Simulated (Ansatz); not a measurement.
Cr:
```
CELL_PARAMETERS angstrom
     -1.40715     1.40715     1.40715
      1.40715    -1.40715     1.40715
      1.40715     1.40715    -1.40715
ATOMIC_POSITIONS crystal
  Cr 0.00000 0.00000 0.00000
```

Relaxed with PBEsol. Special points in fractions of this cell's reciprocal vectors: Γ (0.000, 0.000, 0.000); H (0.500, -0.500, 0.500); N (0.000, 0.000, 0.500); P (0.250, 0.250, 0.250).

Task: List the band energies nearest the Fermi level at these points for PBEsol in the plane-wave PAW code Ansatz.

Result: In eV from the Fermi level; about four levels below and three above (degenerate sets whole), none deeper than 8.9 eV; … stands for higher levels left out; points with the same levels are listed once.

```json
[
 {"k": "Γ", "below": "-8.06 -0.98 -0.98 -0.98", "above": "…"},
 {"k": "H", "below": "-4.61 -4.61", "above": "2.60 2.60 2.60"},
 {"k": "N", "below": "-4.68 -2.62", "above": "1.14 1.18 1.53"},
 {"k": "P", "below": "-2.46 -2.46 -2.46", "above": "1.59 1.59 …"}
]
```

Space group Im-3m (bcc (W type)). Symmetry was held in the PBEsol relaxation. The workflow began spin-polarised and lost its moments. Textbook magnetic order: a spin-density-wave antiferromagnet.

Potentials: the earlier of the program's two PAW sets.
